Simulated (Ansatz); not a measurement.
Frames from the relaxation of a relaxed SnO cell displaced along its unstable phonon at q = (½, 0, 0) of its primitive reciprocal cell (129i cm⁻¹), largest move 0.15 Å, as extended XYZ (Å, eV, eV/Å, GPa with compression positive). Calculation: PBE (plane waves to 420 eV, PAW, scalar-relativistic; Ansatz, a quantum-chemistry and plane-wave program). Γ-centred k-mesh 7×7×4 on the run's cell (coarser than for final values), Fermi–Dirac smearing 0.05 eV.

```xyz
8
Lattice="7.7887 0.0000 0.0000 -1.9472 3.3726 0.0000 0.0000 0.0000 6.7619" Properties=species:S:1:pos:R:3:forces:R:3 pbc="T T T" step=1 free_energy=-26366.033 pressure=0.2 accepted=T
Sn    -0.0042     2.2557     1.9807   -0.1134    0.0544   -0.0143
Sn     3.8986     2.2411     1.9807   -0.0096   -0.1254   -0.0143
Sn     1.9430     1.1315     4.7812    0.0096    0.1254    0.0143
Sn     5.8458     1.1169     4.7812    0.1134   -0.0544    0.0143
O     -0.0750     2.3783     4.1493   -0.1614    0.0029   -0.0686
O      3.9694     2.1185     4.1493   -0.0782   -0.1412   -0.0686
O      1.8722     1.2541     2.6126    0.0782    0.1412    0.0686
O      5.9166     0.9943     2.6126    0.1614   -0.0029    0.0686
8
Lattice="7.7786 -0.0234 -0.0166 -1.9548 3.3858 0.0000 -0.0144 -0.0083 6.7555" Properties=species:S:1:pos:R:3:forces:R:3 pbc="T T T" step=2 free_energy=-26366.101 pressure=-0.5 accepted=T
Sn    -0.0570     2.3395     1.9711   -0.0357   -0.1454    0.1374
Sn     3.9321     2.1549     1.9628   -0.1438    0.0418    0.1374
Sn     1.8774     1.1991     4.7761    0.1438   -0.0418   -0.1374
Sn     5.8665     1.0146     4.7678    0.0357    0.1454   -0.1374
O     -0.1580     2.4517     4.1367   -0.1719    0.1577    0.0111
O      3.9788     2.0114     4.1284    0.0506   -0.2277    0.0111
O      1.8307     1.3427     2.6105   -0.0506    0.2277   -0.0111
O      5.9674     0.9024     2.6022    0.1719   -0.1577   -0.0111
8
Lattice="7.7951 -0.0322 -0.0232 -1.9627 3.3995 0.0000 -0.0201 -0.0116 6.7335" Properties=species:S:1:pos:R:3:forces:R:3 pbc="T T T" step=3 free_energy=-26366.174 pressure=-1.5 accepted=T
Sn    -0.1717     2.4744     1.9808    0.1359   -0.3500    0.1919
Sn     3.9919     1.9975     1.9692   -0.2351    0.2927    0.1919
Sn     1.8203     1.3581     4.7411    0.2351   -0.2927   -0.1919
Sn     5.9839     0.8813     4.7295   -0.1359    0.3500   -0.1919
O     -0.2800     2.6183     4.1356   -0.3085    0.1330   -0.0746
O      4.0623     1.8318     4.1240   -0.0391   -0.3337   -0.0746
O      1.7499     1.5238     2.5863    0.0391    0.3337    0.0746
O      6.0922     0.7374     2.5747    0.3085   -0.1330    0.0746
```

The path has 32 moves and ends in P2₁/c (No. 14), 0.14 eV/atom below its start. Free energies are of the whole cell and compare only within this code, potentials and settings.  No spin polarisation in the result. Without a van der Waals term the distances between weakly bound units are poorly fixed.

The run could not lose the symmetry of its start, so the end can be a saddle point.

The end of the path is a generated cell of SnO: the first start was made by placing the elements on the sites of a structure type, and the end was not matched to a known phase here, so it may be hypothetical. Known forms of SnO include space group No. 129.
